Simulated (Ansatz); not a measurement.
Consider the following.

CoGe:
```cif
data_Co4Ge4
_chemical_formula_sum 'Ge4 Co4'
_space_group_name_H-M_alt 'Fm-3m'
_space_group_IT_number 225
_space_group_name_Hall '-F 4 2 3'
_cell_length_a 4.81539
_cell_length_b 4.81539
_cell_length_c 4.81539
_cell_angle_alpha 90.000
_cell_angle_beta 90.000
_cell_angle_gamma 90.000
loop_
_atom_site_label
_atom_site_type_symbol
_atom_site_symmetry_multiplicity
_atom_site_Wyckoff_symbol
_atom_site_fract_x
_atom_site_fract_y
_atom_site_fract_z
_atom_site_occupancy
Ge1 Ge 4 a 0.00000 0.00000 0.00000 1
Co1 Co 4 b 0.50000 0.50000 0.50000 1
```
(The calculation used a cell of 2 atoms; values per cell refer to that cell.)

This is the PBE-relaxed structure.

**Question.** All from the program Ansatz at the PBE level (PAW), unless another level is named. Predict the electronic character.

**Answer.** metallic (no gap).

**Question.** Predict the formation energy from the elements (no fitted shifts).

**Answer.** 0.24 eV/atom.

**Question.** What about the density of states at the Fermi level?

**Answer.** 0.74 states/eV per atom (mean over ±0.08 eV).

A made-up cell: these elements were put on the sites of a structure type; neither database checked (COD, Materials Project) lists it. Whether it is the stable phase at ambient conditions was not checked. The cell was relaxed with PBE under the symmetry of its start; its stability against distortions is not shown here. The workflow began spin-polarised and lost its moments. The references are the lowest solids computed at this level, not always the standard phases. Scalar-relativistic: spin–orbit coupling is off unless named, which matters more the heavier the elements.

Potentials: the later of the program's two PAW sets.
